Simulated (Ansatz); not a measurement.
# Mechanical response of ScCd (Pm-3m)

```xyz
2
Lattice="3.4384 0.0000 0.0000 0.0000 3.4384 0.0000 0.0000 0.0000 3.4384" Properties=species:S:1:pos:R:3 pbc="T T T"
Sc    1.7192    1.7192    1.7192
Cd    0.0000    0.0000    0.0000
```

Conventional cell: a = 3.438 Å, b = 3.438 Å, c = 3.438 Å, α = 90.00°, β = 90.00°, γ = 90.00°. Sc (atom 1) is surrounded by 8 Cd at 2.98 Å. Around Cd (atom 2) lie 8 Sc at 2.98 Å.

Unless marked otherwise, the numbers come from LDA, all-electron LAPW in Ansatz 0.2.0, scalar-relativistic. k mesh 14×14×14, strains of ±0.005, Fermi-Dirac smearing of 0.100 eV, basis error target 1 meV/atom. The cell was relaxed by PAW under this functional, which moved its volume by -7 % from the database entry's. This phase needn't be the one found at ambient conditions.

The cell is cubic and carries a residual pressure of -0.02 GPa at this level. Each strain component that symmetry leaves independent is applied at ±0.005, the ions relax wherever a strain frees them, and the stress (tension positive, GPa) is read. Shears are engineering strains, γ = 2ε.

| strain | size | σxx | σyy | σzz | σyz | σxz | σxy |
| --- | --- | --- | --- | --- | --- | --- | --- |
| xx | -0.005 | -0.4956 | -0.3544 | -0.3544 | 0.0000 | 0.0000 | 0.0000 |
| xx | +0.005 | 0.5243 | 0.3894 | 0.3894 | 0.0000 | 0.0000 | 0.0000 |
| yz | -0.005 | 0.0195 | 0.0204 | 0.0204 | -0.3306 | 0.0000 | 0.0000 |
| yz | +0.005 | 0.0195 | 0.0204 | 0.0204 | 0.3306 | 0.0000 | 0.0000 |

A central difference gives one constant, for example C11 ≈ (0.5243 − (-0.4956))/(0.01) = 102.0 GPa; the program then imposes the crystal's symmetry on the whole matrix.

**Question.** What are the independent elastic constants?

**Answer.** C11 = 102.0, C12 = 74.4, C44 = 66.1 GPa.

**Question.** Do they meet the Born conditions?

**Answer.** C11 − C12 = 27.6, C11 + 2C12 = 250.8 and C44 = 66.1 GPa must all be positive, so the crystal is elastically stable; that says nothing yet of its phonons.

**Question.** What moduli does a random aggregate of grains have?

**Answer.** B = (C11 + 2C12)/3 = 83.6 GPa. G_V = (C11 − C12 + 3C44)/5 = 45.2 and G_R = 5(C11 − C12)C44/(4C44 + 3(C11 − C12)) = 26.3, so G_H = 35.7 GPa. Then E = 9BG/(3B + G) = 93.8 GPa, ν = (3B − 2G)/(6B + 2G) = 0.313 and B/G = 2.34, on the ductile side of Pugh's 1.75 (a rule of thumb).

**Question.** With the density of 6.428 g/cm³, how fast does sound travel, and what Debye temperature follows?

**Answer.** 

| direction | slow (m/s) | middle (m/s) | fast (m/s) |
| --- | --- | --- | --- |
| [100] | 3207 | 3207 | 3983 |
| [110] | 1465 | 3207 | 4899 |
| [111] | 2205 | 2205 | 5169 |

The mean of v⁻³ over directions and branches gives v_m = 2528 m/s and θ_D = (ħ/k_B) v_m (6π²n)^(1/3) = 276 K, n being atoms per volume. Young's modulus spans 39 to 157 GPa over directions, and the universal anisotropy index is 3.60.

**Question.** How far do the constants move if PAW replaces LAPW in the same cell?

**Answer.** 

| constant | LAPW (GPa) | PAW (GPa) | difference |
| --- | --- | --- | --- |
| C11 | 102.0 | 101.9 | -0.1 |
| C12 | 74.4 | 74.3 | -0.1 |
| C44 | 66.1 | 66.1 | 0.0 |

**Question.** How do the constants change if the ions are clamped to the homogeneous strain?

**Answer.** None moves by more than 0.3 GPa: by symmetry a homogeneous strain puts no force on these sites.

**Question.** What happens at 5 GPa (cell relaxed there)?

**Answer.** The volume falls to 0.9474 of its value, and C11 = 124.8, C12 = 96.0, C44 = 76.8 GPa (slopes of the stress), in this structure whether or not another phase takes over.

Keep in mind: responses of metals move with mesh and smearing; the softest shear constant rests on one k mesh, and a soft shear can herald a distortion on cooling; the frozen-core PAW files of the compared runs were fitted under PBE, their cores solved anew for this functional.
